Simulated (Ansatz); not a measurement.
Total density of states per atom from PBEsol (plane waves, PAW; program Ansatz), in 0.25 eV bins, energy from the Fermi level:

```
E (eV) | states/eV/atom
    -7.85 | ########### 0.22
    -7.60 | ######## 0.16
    -7.35 | ######## 0.17
    -7.10 | ################ 0.33
    -6.85 | #################### 0.40
    -6.60 | ################ 0.32
    -6.35 | ###################### 0.44
    -6.10 | ########################### 0.54
    -5.85 | ########################## 0.52
    -5.60 | ####################### 0.47
    -5.35 | ################ 0.32
    -5.10 | ############## 0.28
    -4.85 | ############### 0.30
    -4.60 | ############### 0.31
    -4.35 | ############### 0.31
    -4.10 | ################## 0.36
    -3.85 | ########################### 0.55
    -3.60 | ######################## 0.49
    -3.35 | ################ 0.33
    -3.10 | ################## 0.37
    -2.85 | ################### 0.40
    -2.60 | ################### 0.39
    -2.35 | ############### 0.31
    -2.10 | ############ 0.25
    -1.85 | ########### 0.23
    -1.60 | ############ 0.25
    -1.35 | ############### 0.31
    -1.10 | ############### 0.31
    -0.85 | ########### 0.23
    -0.60 | ########## 0.19
    -0.35 | ######## 0.17
    -0.10 | ##### 0.11
     0.15 | # 0.02
     0.40 | ## 0.04
     0.65 | ### 0.06
     0.90 | #### 0.08
     1.15 | ###### 0.11
     1.40 | ######## 0.16
     1.65 | ########## 0.20
     1.90 | ############ 0.23
     2.15 | ############ 0.25
     2.40 | ############# 0.26
     2.65 | ########### 0.23
     2.90 | ########## 0.20
     3.15 | ######## 0.15
     3.40 | ##### 0.11
     3.65 | ############### 0.31
     3.90 | ############################## 0.61
     4.15 | ######################### 0.51
     4.40 | ############## 0.28
     4.65 | ############ 0.24
```

Problem. Which compound is it?
A) LiGeN, P6_3mc (Li on 2b, Ge on 2a, N on 2b)
B) TaSi2, MoSi2 or CaC2 type
C) AlSiCN, R3m (Al on 3a, N on 3a, Si on 3a, C on 3a)
D) V3Si, A15 (Cr3Si type)

Solution. C, AlSiCN, R3m (Al on 3a, N on 3a, Si on 3a, C on 3a). Within 0.5 eV of the Fermi level: C 2p 70 %, Si 3p 11 %, Al 3p 8 %. Projections are on Löwdin-orthogonalised atomic valence shells; empty p or d shells of many metals are not among them.

The start of the workflow was typed in or built on a structure type; neither database checked (COD, Materials Project) lists it. Its standing as an ambient phase is unchecked. The PBEsol relaxation kept the symmetry of its start; its stability against distortions is not shown here. A small band overlap can be real or an error of a semilocal functional.

Potentials: the later of the program's two PAW sets.
